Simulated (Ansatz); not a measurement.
BaSi$_{2}$ in space group P-3m1 (No. 164; Ba on 1a, Si on 2d) at seven volumes, PBEsol (plane waves, PAW; program Ansatz), shape and atoms relaxed at each. One row is withheld.

```tsv
V (Å³/atom)	P (GPa)
22.252	6.49
22.986	3.92
23.719	?
24.453	0.00
25.187	-1.55
25.920	-2.87
26.654	-3.97
```

Q: Fit the shown pressures and predict the withheld one.

A: P = (3/2)B₀(x^(7/2) − x^(5/2))[1 + (3/4)(B′ − 4)(x − 1)] with x = (V₀/V)^(2/3). Least squares on the six rows gives V₀ = 24.446 Å³/atom, B₀ = 55.7 GPa, B′ = 4.49. At V = 23.719, x = 1.0203 and P = 1.80 GPa. The run itself gave 1.79 GPa.

The first step of the workflow began from a Materials Project structure, measured or hypothetical; the Crystallography Open Database copy checked does not list it. COD files the formula under space group No. 62, 191, so this cell is another polymorph or a model. Whether it is the stable phase at ambient conditions was not checked. Symmetry was held in the PBEsol relaxation; whether a distortion lowers the energy is not shown. Scalar-relativistic: spin–orbit coupling is off unless named, which matters more the heavier the elements.

Potentials: the later of the program's two PAW sets.
